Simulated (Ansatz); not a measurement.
SiO2 (alpha-cristobalite type, space group P4_12_12)

```yaml
crystal:
  lattice:
    - [5.08475, 0.00000, 0.00000]
    - [0.00000, 5.08475, 0.00000]
    - [0.00000, 0.00000, 7.10083]
  atoms:
    - { symbol: Si, position: [0.29375, 0.29375, 0.50000] }
    - { symbol: Si, position: [0.79375, 0.20625, 0.25000] }
    - { symbol: Si, position: [0.20625, 0.79375, 0.75000] }
    - { symbol: Si, position: [0.70625, 0.70625, 0.00000] }
    - { symbol: O, position: [0.24122, 0.09325, 0.67415] }
    - { symbol: O, position: [0.74122, 0.40675, 0.07585] }
    - { symbol: O, position: [0.25878, 0.59325, 0.57585] }
    - { symbol: O, position: [0.75878, 0.90675, 0.17415] }
    - { symbol: O, position: [0.90675, 0.75878, 0.82585] }
    - { symbol: O, position: [0.40675, 0.74122, 0.92415] }
    - { symbol: O, position: [0.59325, 0.25878, 0.42415] }
    - { symbol: O, position: [0.09325, 0.24122, 0.32585] }
```

The atoms are displaced by Q × the pattern below (from a DFPT mode at Γ, largest move 1; Q in Å), at fixed cell.

| atom | x | y | z |
|---|---|---|---|
| Si1 | 0.227 | -0.227 | -0.947 |
| Si2 | 0.227 | 0.227 | 0.947 |
| Si3 | -0.227 | -0.227 | 0.947 |
| Si4 | -0.227 | 0.227 | -0.947 |
| O5 | -0.026 | 0.186 | 0.206 |
| O6 | -0.026 | -0.186 | -0.206 |
| O7 | 0.026 | 0.186 | -0.206 |
| O8 | 0.026 | -0.186 | 0.206 |
| O9 | 0.186 | -0.026 | 0.206 |
| O10 | 0.186 | 0.026 | -0.206 |
| O11 | -0.186 | -0.026 | -0.206 |
| O12 | -0.186 | 0.026 | 0.206 |

All values below come from PBE (plane waves to 420 eV, PAW, scalar-relativistic; Ansatz, an electronic-structure program). k mesh 5×5×4 (Γ-centred), Fermi-Dirac smearing 0.05 eV. Energies are smeared free energies. SiO2 was relaxed with its symmetry unable to fall. The zero of ΔE is the undisplaced structure.

```tsv
Q (Å)	ΔE (meV/cell)
-0.2800	withheld
-0.2333	6712
-0.1867	4328
-0.1400	2449
-0.0933	1093
-0.0467	274
0.0000	0
0.0467	274
0.0933	1093
0.1400	2449
0.1867	4328
0.2333	6712
0.2800	withheld
```

Question: Fit an even polynomial form (powers 2, 4) to the given rows and predict ΔE at Q = 0.2800.

Answer: Least squares on the 11 given rows: ΔE = (125800)·Q² + (-45990)·Q⁴, in meV/cell with Q in Å; root-mean-square residual 1.0 meV/cell. At 0.2800 the fit gives 9580 meV/cell; the calculation gives 9575 meV/cell, so the extrapolation is off by 5 (+0.1 %). The quadratic term alone would give 9863 meV/cell.

(A displaced cell: forces are minus the slopes of the energy, force constants its curvatures, and phonons follow from these.)
